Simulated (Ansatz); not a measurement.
A relaxed structure of KBr. These are r2SCAN (plane waves to 500 eV, PAW, scalar-relativistic; Ansatz, a first-principles code) values and carry that method's errors.

```xyz
2
Lattice="0.0000 3.3048 3.3048 3.3048 0.0000 3.3048 3.3048 3.3048 0.0000" Properties=species:S:1:pos:R:3 pbc="T T T"
K      3.3048     3.3048     3.3048
Br     0.0000     0.0000     0.0000
```

Question: Find the space group and the Wyckoff positions (tolerance 0.01 Å).

Answer: Space group Fm-3m (No. 225); a = 6.610 Å, b = 6.610 Å, c = 6.610 Å, α = 90.00°, β = 90.00°, γ = 90.00°

```
atom  site  symmetry       x       y       z
----  ----  --------  ------  ------  ------
K       4b      m-3m  0.5000  0.5000  0.5000
Br      4a      m-3m  0.0000  0.0000  0.0000
```

This is the rock salt type.

Question: Give the shortest distances between elements (the closest pairs, up to four, under 3.6 Å).

Answer: Br–K 3.30 Å.

```yaml
volume_per_atom: 36.09 Å³
density: 2.74 g/cm³
band_gap: 5.06 eV, direct at Γ (no spin-orbit coupling)
```

No spin polarisation in the result.

Measured for KBr: a 6.541 Å (0 K or low temperature; as listed in Klaus Doll, Hermann Stoll, Phys. Rev. B (1998)); gap 7.4 eV (as listed in Aguado et al., arXiv (1998)). Computed minus measured — a: r2SCAN +1.0 %; gap: r2SCAN -2.34 eV. The computed values are for a static lattice, and a measured gap can be an optical one, lowered by exciton binding.

The run could not lose the symmetry of its start.
